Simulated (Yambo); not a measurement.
Yambo input for a free-standing WS$_{2}$ monolayer (symmetry P-6m2, slab cell 16.1 Å high) under biaxial strain of -1.5 % in the plane (a = 3.0984 Å, b = 3.0984 Å, c = 16.1000 Å, α = 90.00°, β = 90.00°, γ = 120.00°), on PBEsol (pw.x of Quantum ESPRESSO, ONCV potentials, no spin-orbit coupling) wavefunctions on a 24×24×1 mesh:

```
rim_cut
optics
chi
dipoles
kernel
RandQpts= 1000000
RandGvec= 2 Ry
CUTGeo= "slab z"
FFTGvecs= 30 Ry
Chimod= "HARTREE"
NGsBlkXd= 2 Ry
% QpntsRXd
 1 | 1 |
%
% BndsRnXd
 2 | 38 |
%
GrFnTpXd= "R"
% EnRngeXd
 0.0 | 20.0 | eV
%
% DmRngeXd
 0.2 | 0.2 | eV
%
CGrdSpXd= 50
ETStpsXd= 161
% LongDrXd
 1.0 | 0.0 | 0.0 |
%
```

First lines of the file o-*.alpha_q1_inv_rpa_dyson:

```
Polarizability  ( -<<X>> ) @ Q(1):   1.00000000     0.00000000     0.00000000    [q->0 direction]
#
# Polarizability units: length
#
# [ X ] Hartree size     :   57
# [GEN] GF Energies     : Perdew, Burke & Ernzerhof SOL(X)+Perdew, Burke & Ernzerhof SOL(C)
# [GEN] Green`s Function     : Retarded
#
# [GEN] Gauge     : Length
# [GEN] [r,Vnl] included     : yes
#
#    E[1] [eV]     Im(alpha)     Re(alpha)     Im(alpha_o)     Re(alpha_o)
#
     0.000000     0.54755E-11     11.59297     0.37249E-17     12.09334
     0.125000     0.038462     11.60479     0.040464     12.10576
     0.250000     0.077632     11.64043     0.081688     12.14326
     0.375000     0.118256     11.70055     0.124475     12.20651
     0.500000     0.161166     11.78625     0.169721     12.29670
     0.625000     0.207334     11.89915     0.218474     12.41558
     0.750000     0.257944     12.04151     0.272021     12.56558
     0.875000     0.314502     12.21634     0.331996     12.74993
     1.000000     0.378992     12.42762     0.400570     12.97296
     1.125000     0.454135     12.68060     0.480725     13.24033
     1.250000     0.543815     12.98225     0.576736     13.55963
     1.375000     0.653830     13.34192     0.695017     13.94102
     1.500000     0.793325     13.77230     0.845719     14.39840
     1.625000     0.977709     14.29086     1.046020     14.95089
     1.750000     1.235158     14.92114     1.327434     15.62438
     1.875000     1.622020     15.69061     1.753177     16.44896
     2.000000     2.254644     16.60255     2.453998     17.42716
     2.125000     3.292138     17.51497     3.608505     18.39731
     2.250000     4.690910     18.13808     5.163361     19.02833
     2.375000     5.964322     18.23653     6.554944     19.08680
     2.500000     6.834226     18.96472     7.582671     19.86742
     2.625000     8.900200     20.14487     10.01370     21.01729
     2.750000     12.18945     20.65582     13.80895     21.20815
     2.875000     16.60373     19.18034     18.52614     18.76791
     3.000000     19.36299     14.82763     20.52100     13.44913
     3.125000     19.02167     10.65322     19.18286     9.268060
     3.250000     17.72180     8.397184     17.36816     7.328817
     3.375000     16.89662     6.818255     16.14722     6.002358
     3.500000     15.88773     5.113618     14.70769     4.747429
     3.625000     13.96611     4.082514     12.74437     4.412592
     3.750000     12.28668     4.457521     11.35591     5.230907
```
(The file goes on to the top of the energy range; α is in bohr.) Convergence of the RPA response with its 24×24×1 mesh was not tested.

Geometry strained from the cell relaxed with PBEsol, atoms relaxed again.
